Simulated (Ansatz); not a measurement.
Sc3Si5:
```
CELL_PARAMETERS angstrom
      6.35250     0.00000     0.00000
     -3.17625     5.50142     0.00000
      0.00000     0.00000     7.80298
ATOMIC_POSITIONS crystal
  Sc 0.00000 0.67166 0.00000
  Si 0.07151 0.40416 0.25000
  Sc 0.67166 0.00000 0.00000
  Si 0.00000 0.00000 0.25000
  Si 0.59584 0.66734 0.25000
  Sc 0.32834 0.32834 0.00000
  Si 0.66667 0.33333 0.25000
  Si 0.33266 0.92849 0.25000
  Sc 0.00000 0.67166 0.50000
  Si 0.33333 0.66667 0.75000
  Si 0.92849 0.33266 0.75000
  Sc 0.67166 0.00000 0.50000
  Si 0.00000 0.00000 0.75000
  Si 0.66734 0.59584 0.75000
  Sc 0.32834 0.32834 0.50000
  Si 0.40416 0.07151 0.75000
```

Relaxed with r²SCAN. Special points in fractions of this cell's reciprocal vectors: Γ (0.000, 0.000, 0.000); M (0.500, 0.000, 0.000); K (0.333, 0.333, 0.000); A (0.000, 0.000, 0.500); L (0.500, 0.000, 0.500); H (0.333, 0.333, 0.500).

List the band energies nearest the Fermi level at these points for r²SCAN in the plane-wave PAW code Ansatz.

In eV from the Fermi level; about four levels below and three above (degenerate sets whole), none deeper than 8.9 eV; points with the same levels are listed once.

```
k                    below                above
-  -----------------------  -------------------
Γ  -0.81 -0.81 -0.81 -0.43  0.16 0.16 0.82 0.82
M  -1.73 -0.88 -0.47 -0.11       0.14 0.83 1.19
K  -1.17 -1.17 -0.88 -0.88       0.83 1.06 1.06
A  -0.33 -0.33 -0.33 -0.33  0.80 0.80 0.80 0.80
L  -0.37 -0.37 -0.07 -0.07  0.86 0.86 1.12 1.12
H  -0.91 -0.91 -0.81 -0.81  0.81 0.81 0.81 0.81
```

Space group P-62c. The start of the workflow was typed in or built on a structure type; neither database checked (COD, Materials Project) lists it. Whether it is the stable phase at ambient conditions was not checked. The r²SCAN relaxation kept the symmetry of its start; its stability against distortions is not shown here. No spin polarisation was allowed.

Potentials: the earlier of the program's two PAW sets.
